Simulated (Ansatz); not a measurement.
## Calculated with Ansatz: Sb₂Ru, relaxation

The command:

```bash
ansatz run input.yaml --threads 2 --pin off --max-ram 2560MiB --backend cpu --events-out ev --progress --plain --runs-dir out
```

The input file (Ansatz 0.2.0, plane waves):

```yaml
crystal:
  lattice:
    - [6.505946, 0.0, 0.0]
    - [0.0, 4.012817, 0.0]
    - [0.0, 0.0, 5.665565]
  atoms:
    - { symbol: Sb, position: [0.059, 0.25, 0.639] }
    - { symbol: Sb, position: [0.441, 0.25, 0.639] }
    - { symbol: Sb, position: [0.559, 0.75, 0.361] }
    - { symbol: Sb, position: [0.941, 0.75, 0.361] }
    - { symbol: Ru, position: [0.25, 0.25, 0.1508] }
    - { symbol: Ru, position: [0.75, 0.75, 0.8492] }
  symmetry: { tolerance: 0.0003 }
kpoints:
  mp_grid: { grid: [5, 7, 5], shift: [0, 0, 0] }
magnetization:
  spin_polarized: false
scf:
  occupations: { method: fermi_dirac }
  lower_state_search: "off"
hamiltonian:
  pseudopotentials: { kind: paw }
  xc: r2scan
basis:
  ecutwfc: 500
  fft_grid_basis: typed
relax:
  max_steps: 60
  cell: { p_target: 0.0 }
output:
  forces: true
  stress: true
  eigenvalues: true
  bader: true
  populations: true
  elf: true
  write_potential: true
  volumetric_format: npy
  dos:
    e_range: [-12, 8]
    de: 0.05
    projected: { site_lists: { Ru: [Ru], Sb: [Sb] } }
checkpoint:
  read: saved_state
```

Origin of the cell: a known structure type with other elements, at an estimated volume, so it need not be a known compound.

The smearing width isn't typed, so it takes its default of 0.1 eV.

The saved state is a converged single point of the same cell.

Output (shortened):

```
SCF iter   1: F=-37768.907239 eV  HF=-37768.860558 eV  Δρ=2.91e-3  dr2=3.63e-3  dr2_τ=3.71e-3
SCF iter   2: F=-37768.910063 eV  HF=-37768.910796 eV  Δρ=1.35e-3  dr2=1.53e-3  dr2_τ=1.66e-4
SCF iter   3: F=-37768.910564 eV  HF=-37768.910577 eV  Δρ=4.16e-4  dr2=1.61e-4  dr2_τ=1.70e-5
SCF iter   4: F=-37768.910630 eV  HF=-37768.910631 eV  Δρ=9.30e-5  dr2=1.02e-5  dr2_τ=5.33e-7
SCF iter   5: F=-37768.910636 eV  HF=-37768.910636 eV  Δρ=2.12e-5  dr2=8.20e-7  dr2_τ=8.33e-8
SCF iter   6: F=-37768.910637 eV  HF=-37768.910637 eV  Δρ=7.45e-6  dr2=4.00e-8  dr2_τ=9.27e-9
relax step   1: F+E_penalty+E_count = -37768.910637 eV  Δ(F+E_penalty+E_count) = +0.000e0 eV  max|allowed force component| = 4.004e0 eV/Å  Δτ_max = 0.0000 Å  P = +6.921 GPa  Ω = 147.912 Å³  ( […]
relax step   2: F+E_penalty+E_count = -37772.620037 eV  Δ(F+E_penalty+E_count) = -3.709e0 eV  max|allowed force component| = 2.911e0 eV/Å  Δτ_max = 0.1949 Å  P = -3.354 GPa  Ω = 150.333 Å³  e […]
relax step   3: F+E_penalty+E_count = -37775.323617 eV  Δ(F+E_penalty+E_count) = -2.704e0 eV  max|allowed force component| = 2.262e0 eV/Å  Δτ_max = 0.1948 Å  P = -2.965 GPa  Ω = 140.669 Å³  e […]
relax step   4: F+E_penalty+E_count = -37777.250315 eV  Δ(F+E_penalty+E_count) = -1.927e0 eV  max|allowed force component| = 1.115e0 eV/Å  Δτ_max = 0.1949 Å  P = -0.061 GPa  Ω = 133.171 Å³  e […]
relax step   5: F+E_penalty+E_count = -37778.129678 eV  Δ(F+E_penalty+E_count) = -8.794e-1 eV  max|allowed force component| = 6.588e-1 eV/Å  Δτ_max = 0.1832 Å  P = +0.238 GPa  Ω = 130.491 Å³ […]
relax step   6: F+E_penalty+E_count = -37778.362130 eV  Δ(F+E_penalty+E_count) = -2.325e-1 eV  max|allowed force component| = 2.364e-1 eV/Å  Δτ_max = 0.0871 Å  P = +0.323 GPa  Ω = 129.839 Å³ […]
relax step   7: F+E_penalty+E_count = -37778.387655 eV  Δ(F+E_penalty+E_count) = -2.552e-2 eV  max|allowed force component| = 3.815e-2 eV/Å  Δτ_max = 0.0436 Å  P = -0.317 GPa  Ω = 130.466 Å³ […]
relax step   8: F+E_penalty+E_count = -37778.393314 eV  Δ(F+E_penalty+E_count) = -5.660e-3 eV  max|allowed force component| = 2.390e-2 eV/Å  Δτ_max = 0.0156 Å  P = -0.257 GPa  Ω = 130.406 Å³ […]
relax step   9: F+E_penalty+E_count = -37778.395856 eV  Δ(F+E_penalty+E_count) = -2.541e-3 eV  max|allowed force component| = 6.467e-2 eV/Å  Δτ_max = 0.0049 Å  P = +0.699 GPa  Ω = 129.405 Å³ […]
relax step  10: F+E_penalty+E_count = -37778.387091 eV  Δ(F+E_penalty+E_count) = +8.764e-3 eV  max|allowed force component| = 1.313e-1 eV/Å  Δτ_max = 0.0777 Å  P = -0.944 GPa  Ω = 131.039 Å³ […]
relax step  11: F+E_penalty+E_count = -37778.405667 eV  Δ(F+E_penalty+E_count) = -9.812e-3 eV  max|allowed force component| = 3.597e-2 eV/Å  Δτ_max = 0.0197 Å  P = -0.070 GPa  Ω = 130.183 Å³ […]
relax step  12: F+E_penalty+E_count = -37778.403696 eV  Δ(F+E_penalty+E_count) = +1.972e-3 eV  max|allowed force component| = 1.211e-1 eV/Å  Δτ_max = 0.0492 Å  P = -0.171 GPa  Ω = 130.191 Å³ […]
relax step  13: F+E_penalty+E_count = -37778.412499 eV  Δ(F+E_penalty+E_count) = -6.832e-3 eV  max|allowed force component| = 2.134e-2 eV/Å  Δτ_max = 0.0197 Å  P = -0.101 GPa  Ω = 130.179 Å³ […]
relax step  14: F+E_penalty+E_count = -37778.412731 eV  Δ(F+E_penalty+E_count) = -2.318e-4 eV  max|allowed force component| = 1.615e-2 eV/Å  Δτ_max = 0.0076 Å  P = +0.029 GPa  Ω = 130.026 Å³ […]
relax step  15: F+E_penalty+E_count = -37778.413001 eV  Δ(F+E_penalty+E_count) = -2.694e-4 eV  max|allowed force component| = 4.051e-3 eV/Å  Δτ_max = 0.0037 Å  P = +0.003 GPa  Ω = 130.060 Å³ […]
relax step  16: F+E_penalty+E_count = -37778.414662 eV  Δ(F+E_penalty+E_count) = -1.662e-3 eV  max|allowed force component| = 4.260e-3 eV/Å  Δτ_max = 0.0000 Å  P = -0.006 GPa  Ω = 130.060 Å³  stress off target by 4.26e-2 GPa […]
SCF 16 converged in 7 iterations: F = -37778.414662 eV  dr2 = 2.04e-11
basis re-selected at this cell: Δ(F+E_penalty+E_count) = -1.662e-3 eV, ΔP = -0.009 GPa vs the last step (what re-selecting the basis moved, of the pressure what is left beyond the Pulay corre […]
SCF converged after 7 iterations
Free energy (F): -37778.414662 eV
Harris-Foulkes:  -37778.414662 eV  (|F-HF|=0.00e0)
Internal energy: -37778.332433 eV  (E = F + TS)
E sigma→0 (E₀):  -37778.373548 eV
Entropy (-TS):   -0.082229 eV (-13.705 meV/atom)
Fermi energy:    14.350142 eV
--- Per-component energies (eV) ---
  E_band       = -856.652905
  E_kinetic    = 1864.125437
  E_local      = -9295.848798  (includes V_loc(G=0)·N_el)
  E_nonlocal   = 2148.341988
  E_hartree    = 3904.148037
  E_xc         = -879.853964
  E_vxc        = -948.289060  (∫ρ·V_xc dr)
  E_paw        = -25374.762698  (= ΣΔE_a)
  E_vpaw       = -2498.838965  (= ΣTr[D̂ρ^β])
  E_aug_tail   = 0.000173  (compensation charges beyond the density's cutoff)
  E_vtau       = 65.560394  (kinetic-family band-sum trace: ∫τ·v_τ [+ j·A + Jᵃ·Aᵃ] dr)
  E_ewald      = -10145.884846
  E_core_change = 1.402237  (= ΣΔE_core)
  E_smearing   = -0.082229  (= −TS)
  Σ components = -37778.414662   (vs F -37778.414662, Δ=0.00e0)
--- Forces (eV/Å), atoms counted from 1 ---
  atom   1  Sb    -0.004260     0.000000     0.000398
  atom   2  Sb     0.004260     0.000000     0.000398
  atom   3  Sb    -0.004260     0.000000    -0.000398
  atom   4  Sb     0.004260     0.000000    -0.000398
  atom   5  Ru     0.000000     0.000000    -0.000563
  atom   6  Ru     0.000000     0.000000     0.000563
  max |Σ_I F_I| component: 0.00e0 eV/Å
--- Stress (GPa, compression-positive) ---
       -0.034731       0.000000       0.000000
        0.000000       0.042596       0.000000
        0.000000       0.000000      -0.024814
  P = ⅓ Tr σ = -0.0056 GPa (-0.056 kbar)
--- Relaxed structure (15 steps of the walk, 13 accepted, 1 SCFs on fresh bases) ---
  F+E_penalty+E_count = -37778.414662 eV   max|allowed force component| = 4.260e-3 eV/Å   (the final SCF, on the basis selected at the relaxed cell)
  cell:  # Å, volume = 130.0602 Å³
    - [6.411124, 0.0, 0.0]
    - [0.0, 4.599728, 0.0]
    - [0.0, 0.0, 4.410402]
  atoms:
    - { symbol: Sb, position: [-0.005007, 0.250000, 0.749996] }
    - { symbol: Sb, position: [0.505007, 0.250000, 0.749996] }
    - { symbol: Sb, position: [0.494993, 0.75, 0.250004] }
    - { symbol: Sb, position: [1.005007, 0.75, 0.250004] }
    - { symbol: Ru, position: [0.250000, 0.250000, 0.250017] }
    - { symbol: Ru, position: [0.750000, 0.75, 0.749983] }
--- Löwdin populations: 6 sites ---
  site symbol       q [e]
     0     Sb     14.7377
     1     Sb     14.7377
     2     Sb     14.7377
     3     Sb     14.7377
     4     Ru     16.2809
     5     Ru     16.2809
  spilling = 0.005300 (of n_electrons = 92.000000)
--- Bader charges: 6 sites ---
  site symbol  charge [e]  shift [e]
     0     Sb      0.2618     0.0000
     1     Sb      0.2618     0.0000
     2     Sb      0.2618     0.0000
     3     Sb      0.2618     0.0000
     4     Ru     -0.5236     0.0001
     5     Ru     -0.5236     0.0001
  estimated error of the sums over rays = 3.3e-4 e
```

Before:

Space group Pmmn (No. 59); the run's cell has a = 6.506 Å, b = 4.013 Å, c = 5.666 Å, α = 90.00°, β = 90.00°, γ = 90.00°. Shortest distances: Sb–Sb 2.49 Å, Ru–Sb 3.03 Å.

The relaxed structure.

Space group Immm (No. 71); the run's cell has a = 6.411 Å, b = 4.600 Å, c = 4.410 Å, α = 90.00°, β = 90.00°, γ = 90.00°. Shortest distances: Ru–Sb 2.75 Å, Sb–Sb 3.14 Å.

| Property | Result |
| --- | --- |
| Free energy lowered by | 1584.0 meV/atom |
| Volume change | -12.07 % |
| Final pressure | -0.01 GPa |
| Relaxation steps listed | 16 |
| Formation energy (elements under the same functional, gases as molecules, uncorrected) | -0.076 eV/atom |
| Gap on the mesh | none (metal) |

Caveats: no moments, though an odd count or open d shells may carry them; no spin-orbit coupling, though heavy elements are present; the relaxation held the start's symmetry, so the end may be a saddle point.

Time: 6.5 min on 2 threads of Arm Neoverse V2, on a shared host, peak memory 0.84 GiB, from a saved density.
